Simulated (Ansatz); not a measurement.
Given:

CdS (zinc blende)

```
CdS
1.0
    0.00000     5.87906     5.87906
    2.93953     2.93953     5.87906
    2.93953     2.93953     0.00000
S Cd
2 2
Direct
  0.00000   0.75000   0.75000
  0.50000   0.75000   0.75000
  0.00000   0.00000   0.00000
  0.50000   0.00000   0.00000
```

A phonon eigenvector at X = (0.5, 0.5, 0.0) is frozen into this cell: atom i moves by Q times the vector below, so Q is the largest atomic displacement, in Å. The cell is held. It is one choice among 2 degenerate patterns. (q is in reciprocal vectors of the primitive cell; the cell shown is doubled to hold the pattern.)

```tsv
atom	x	y	z
S1	0.000	1.000	0.000
S2	0.000	-1.000	0.000
Cd3	-0.194	0.000	0.000
Cd4	0.194	0.000	0.000
```

Method: r2SCAN (plane waves to 500 eV, PAW, scalar-relativistic; Ansatz, an electronic-structure program). k mesh 10×10×10 (Γ-centred), Fermi-Dirac smearing 0.05 eV. E stands for the smeared free energy. CdS was relaxed with its symmetry unable to fall. The PAW data are Ansatz's earlier set. The zero of ΔE is the undisplaced structure.

The scan covers Q from -0.100 to 0.100 Å in 13 points.

Question: Which space group does the distorted structure have?

Answer: C222_1 (No. 20), lowered from F-43m.

Question: Is this a single well or a double well?

Answer: A single well with its minimum at or next to zero displacement.

Question: What is the energy change at Q = 0.100 Å?

Answer: 97.2 meV/cell.

Question: What harmonic wavenumber does the curvature at Q = 0 give?

Answer: 270 cm⁻¹.

(For displaced atoms, the force is minus the slope of the energy, and its curvature is a force constant, which sets phonon frequencies.)
